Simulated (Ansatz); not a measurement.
# Every step of a relaxation of wurtzite AlN (10-10), 4 layers

DFT, r2SCAN, PAW with Ansatz's default frozen-core files, scalar-relativistic (Ansatz 0.2.0); a Γ-centred 10×6×1 k mesh, Fermi–Dirac smearing of 0.02 eV, no spin polarisation. The run relaxes the atoms in the fixed cell.

Command: `ansatz run input.yaml --threads 3 --pin off --max-ram 8192MiB --backend cpu --events-out ev --progress --plain --runs-dir out` It took 49 s on 3 threads of Intel(R) Xeon(R) 6975P-C (Granite Rapids), with other jobs on the host, peak memory 1.1 GiB.

```yaml
crystal:
  lattice:
    - [3.1067327938, 0.0, 0.0]
    - [0.0, 4.9786050945, 0.0]
    - [0.0, 0.0, 19.5873]
  atoms:
    - { symbol: Al, position: [0.0, 0.059195851, 0.4084267348] }
    - { symbol: "N", position: [0.0, 0.440804149, 0.4084267348] }
    - { symbol: Al, position: [0.5, 0.559195851, 0.4542133676] }
    - { symbol: "N", position: [0.5, 0.940804149, 0.4542133676] }
    - { symbol: Al, position: [0.5, 0.059195851, 0.5457866324] }
    - { symbol: "N", position: [0.5, 0.440804149, 0.5457866324] }
    - { symbol: Al, position: [0.0, 0.559195851, 0.5915732652] }
    - { symbol: "N", position: [0.0, 0.940804149, 0.5915732652] }
kpoints:
  mp_grid: { grid: [10, 6, 1] }
scf:
  occupations: { method: fermi_dirac, width: 0.02 }
hamiltonian:
  xc: r2scan
  pseudopotentials: { kind: paw }
output:
  forces: true
  stress: true
  eigenvalues: true
relax:
  f_tol: 0.01
  max_steps: 40
efield:
  axis: 3
  amplitude: 0
  dipole_correction: true
```

Each step lists its free energy a cell above the last geometry, and Cartesian positions (Å) with forces (eV/Å).

The first step:

```
step 1  dF = 1304.26 meV
  Al 0.0000 0.2947 8.0000   0.0000 1.9019 2.2513
  N 0.0000 2.1946 8.0000   0.0000 -0.9292 0.6547
  Al 1.5534 2.7840 8.8968   0.0000 -0.6847 -1.9786
  N 1.5534 4.6839 8.8968   0.0000 -0.2879 -1.8584
  Al 1.5534 0.2947 10.6905   0.0000 -0.6847 1.9786
  N 1.5534 2.1946 10.6905   0.0000 -0.2879 1.8584
  Al 0.0000 2.7840 11.5873   0.0000 1.9020 -2.2513
  N 0.0000 4.6839 11.5873   0.0000 -0.9292 -0.6547
```

The PAW files were made under PBE.

**Question.** Where does the relaxation end, and by which steps?

**Answer.** After 7 geometries, with a shortest distance of 1.764 Å. The further steps:
```
step 2  dF = 479.66 meV
  Al 0.0000 0.3627 8.1825   0.0000 1.1242 0.8103
  N 0.0000 2.2014 7.9729   0.0000 -1.1496 0.8319
  Al 1.5534 2.7475 8.8316   0.0000 -0.0976 -1.5205
  N 1.5534 4.6455 8.9425   0.0000 0.1229 -1.4402
  Al 1.5534 0.2582 10.7557   0.0000 -0.0976 1.5205
  N 1.5534 2.1562 10.6448   0.0000 0.1229 1.4402
  Al 0.0000 2.8520 11.4048   0.0000 1.1242 -0.8103
  N 0.0000 4.6907 11.6144   0.0000 -1.1496 -0.8319
step 3  dF = 110.63 meV
  Al 0.0000 0.4351 8.2821   0.0000 -1.3955 0.3395
  N 0.0000 2.1356 8.0143   0.0000 1.1047 0.1588
  Al 1.5534 2.7322 8.7564   0.0000 0.6380 -0.2429
  N 1.5534 4.6543 8.8935   0.0000 -0.3475 -0.2084
  Al 1.5534 0.2429 10.8308   0.0000 0.6380 0.2429
  N 1.5534 2.1650 10.6938   0.0000 -0.3475 0.2084
  Al 0.0000 2.9244 11.3052   0.0000 -1.3955 -0.3395
  N 0.0000 4.6249 11.5730   0.0000 1.1047 -0.1588
step 4  dF = 11.77 meV
  Al 0.0000 0.4115 8.3099   0.0000 -0.1860 0.0023
  N 0.0000 2.1537 8.0376   0.0000 0.0144 0.1558
  Al 1.5534 2.7553 8.7518   0.0000 0.1538 -0.2294
  N 1.5534 4.6367 8.8957   0.0000 0.0168 -0.1376
  Al 1.5534 0.2660 10.8355   0.0000 0.1538 0.2294
  N 1.5534 2.1474 10.6916   0.0000 0.0168 0.1376
  Al 0.0000 2.9008 11.2774   0.0000 -0.1860 -0.0023
  N 0.0000 4.6430 11.5497   0.0000 0.0144 -0.1558
step 5  dF = 4.12 meV
  Al 0.0000 0.4021 8.3022   0.0000 0.0524 0.0517
  N 0.0000 2.1498 8.0398   0.0000 -0.0636 0.0370
  Al 1.5534 2.7704 8.7170   0.0000 -0.0274 0.1150
  N 1.5534 4.6348 8.8724   0.0000 0.0386 0.0736
  Al 1.5534 0.2811 10.8703   0.0000 -0.0274 -0.1150
  N 1.5534 2.1455 10.7149   0.0000 0.0386 -0.0736
  Al 0.0000 2.8914 11.2851   0.0000 0.0524 -0.0517
  N 0.0000 4.6391 11.5475   0.0000 -0.0636 -0.0370
step 6  dF = 0.04 meV
  Al 0.0000 0.4038 8.3118   0.0000 -0.0027 0.0012
  N 0.0000 2.1491 8.0539   0.0000 -0.0027 0.0002
  Al 1.5534 2.7679 8.7336   0.0000 0.0028 0.0114
  N 1.5534 4.6364 8.8819   0.0000 0.0026 -0.0104
  Al 1.5534 0.2786 10.8537   0.0000 0.0028 -0.0114
  N 1.5534 2.1471 10.7054   0.0000 0.0026 0.0103
  Al 0.0000 2.8931 11.2755   0.0000 -0.0027 -0.0012
  N 0.0000 4.6384 11.5334   0.0000 -0.0027 -0.0002
step 7  dF = 0.00 meV
  Al 0.0000 0.4036 8.3108   0.0000 0.0006 0.0005
  N 0.0000 2.1492 8.0554   0.0000 -0.0023 0.0003
  Al 1.5534 2.7679 8.7355   0.0000 -0.0010 0.0016
  N 1.5534 4.6365 8.8806   0.0000 0.0027 -0.0034
  Al 1.5534 0.2786 10.8518   0.0000 -0.0010 -0.0016
  N 1.5534 2.1472 10.7067   0.0000 0.0027 0.0034
  Al 0.0000 2.8929 11.2765   0.0000 0.0006 -0.0005
  N 0.0000 4.6385 11.5319   0.0000 -0.0023 -0.0003
```
